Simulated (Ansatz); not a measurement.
ReW (CsCl type, space group No. 221) at seven volumes, PBEsol (plane waves, PAW; program Ansatz), scaled uniformly. One row is withheld.

```
V (Å³/atom)  P (GPa)
-----------  -------
13.798         40.77
14.253         24.99
14.707         11.50
15.162          0.00
15.617         -9.82
16.072        -18.19
16.527             ?
```

Q: Fit the shown pressures and predict the withheld one.

A: Third-order Birch–Murnaghan: P = (3/2)B₀(x^(7/2) − x^(5/2))[1 + (3/4)(B′ − 4)(x − 1)] with x = (V₀/V)^(2/3). Least squares on the six rows gives V₀ = 15.162 Å³/atom, B₀ = 353.6 GPa, B′ = 4.26. At V = 16.527, x = 0.9442 and P = -25.38 GPa. The run itself gave -25.29 GPa.

Space group Pm-3m (CsCl type). A made-up cell: these elements were put on the sites of a structure type; neither database checked (COD, Materials Project) lists it. Whether it is the stable phase at ambient conditions was not checked. The PBEsol relaxation kept the symmetry of its start; whether a distortion lowers the energy is not shown. The run is not spin-polarised. Scalar-relativistic: spin–orbit coupling is off unless named, which matters more the heavier the elements.

Potentials: the earlier of the program's two PAW sets. The files were generated under PBE; for other functionals the program regenerates the frozen cores, and for LDA and PBEsol the local potential too.
